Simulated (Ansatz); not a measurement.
Generalised stacking fault of MgO (rock salt) on the {100} plane. The cell below holds the perfect crystal with the plane normal along z; tilting its third vector by the shift puts one fault into each cell, between planes 2.10 Å apart, at fixed cell height.

```
CELL_PARAMETERS angstrom
      2.97295     0.00000     0.00000
      0.00000     2.97295     0.00000
      1.48647     1.48647     6.30657
ATOMIC_POSITIONS crystal
  O  0.00000 0.00000 0.83333
  O  0.33333 0.33333 0.16667
  O  0.66667 0.66667 0.50000
  Mg 0.50000 0.50000 0.83333
  Mg 0.83333 0.83333 0.16667
  Mg 0.16667 0.16667 0.50000
```

In-plane vectors a = (2.973, 0.000) Å, b = (0.000, 2.973) Å, area 8.84 Å². The shift is s times the vector a (length 2.973 Å), so s = 1 restores the start. The shift is rigid: no atom relaxes. γ = [E(shift) − E(0)] / area.

These are r2SCAN (plane waves to 500 eV, PAW, scalar-relativistic; Ansatz, a first-principles code) values and carry that method's errors. k mesh 10×10×10 (Γ-centred), Fermi-Dirac smearing 0.05 eV. E is the zero-smearing estimate. Faults lie only 6.3 Å apart, and holding the cell height and the atoms raises γ above its relaxed value. MgO was relaxed with its symmetry unable to fall. The zero of γ is zero shift.

The scan covers s from 0.000 to 0.917 in 12 points.

Task: At which s is γ highest?

Result: s = 0.500.

Task: Does γ have a local minimum between the ends of the line, and at which s?

Result: No computed point is one.

Task: What is the highest γ among twelve even steps of s?

Result: 3.49 J/m².

(The slope of γ gives the shear force per area between the displaced halves; near zero shift its curvature is an elastic stiffness.)
